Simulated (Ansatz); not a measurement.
Consider the following.

AlN (rock salt, space group No. 225), a = b = c = 4.0304 Å, α = β = γ = 90.00°; the cell used has 2 atoms.

This is the HSE06-relaxed structure.

Q: All from HSE06 (plane waves, PAW; program Ansatz), unless another level is named. Predict the band gap.

A: 6.14 eV (indirect).

Q: And the smallest direct gap on the standard path?

A: 7.35 eV.

Q: What about the valence-band maximum?

A: at Γ.

Q: Next, the conduction-band minimum?

A: at X (3 equivalent valleys).

Space group Fm-3m (rock salt). This is a known high-pressure phase of the composition, computed here at zero pressure and temperature. The cell was relaxed with HSE06 under the symmetry of its start; whether a distortion lowers the energy is not shown. The hybrid was solved on a coarse mesh, the path and, where they were found, the r²SCAN edge points; its band edges are the extreme levels among these.

Potentials: the later of the program's two PAW sets.
